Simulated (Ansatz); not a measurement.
TiAlMo₂C₂:
```cif
data_C4Al2Mo4Ti2
_chemical_formula_sum 'Mo4 Ti2 Al2 C4'
_space_group_name_H-M_alt 'P63/mmc'
_space_group_IT_number 194
_space_group_name_Hall '-P 6c 2c'
_cell_length_a 2.99949
_cell_length_b 2.99949
_cell_length_c 18.75741
_cell_angle_alpha 90.000
_cell_angle_beta 90.000
_cell_angle_gamma 120.000
loop_
_atom_site_label
_atom_site_type_symbol
_atom_site_symmetry_multiplicity
_atom_site_Wyckoff_symbol
_atom_site_fract_x
_atom_site_fract_y
_atom_site_fract_z
_atom_site_occupancy
Mo1 Mo 4 f 0.66667 0.33333 0.13335 1
Ti1 Ti 2 a 0.00000 0.00000 0.00000 1
Al1 Al 2 b 0.00000 0.00000 0.25000 1
C1 C 4 f 0.33333 0.66667 0.06845 1
```

Relaxed at zero pressure with the program Ansatz at the PBE level (PAW).

Task: The volume is raised by 3 % and shape and atoms relax at that volume. What pressure results, and how do the axes share the change?

Result: -6.0 GPa; a 0.9 %, b 0.9 %, c 1.1 %; the energy rises by 7 meV/atom.

Task: Give the new structure.

Result: 
Space group P6₃/mmc (No. 194); a = 3.0279 Å, b = 3.0279 Å, c = 18.9599 Å, α = 90.00°, β = 90.00°, γ = 120.00°

```tsv
atom	site	symmetry	x	y	z
Mo	4f	3m.	0.6667	0.3333	0.1324
Ti	2a	-3m.	0.0000	0.0000	0.0000
Al	2b	-6m2	0.0000	0.0000	0.2500
C	4f	3m.	0.3333	0.6667	0.0684
```

The phase is kept; no other phase was compared at this pressure.

Space group P6_3/mmc. The start of the workflow was typed in or built on a structure type; neither database checked (COD, Materials Project) lists it. Whether it is the stable phase at ambient conditions was not checked. Symmetry was held in the PBE relaxation; whether a distortion lowers the energy is not shown. No spin polarisation was allowed.

Potentials: the earlier of the program's two PAW sets.
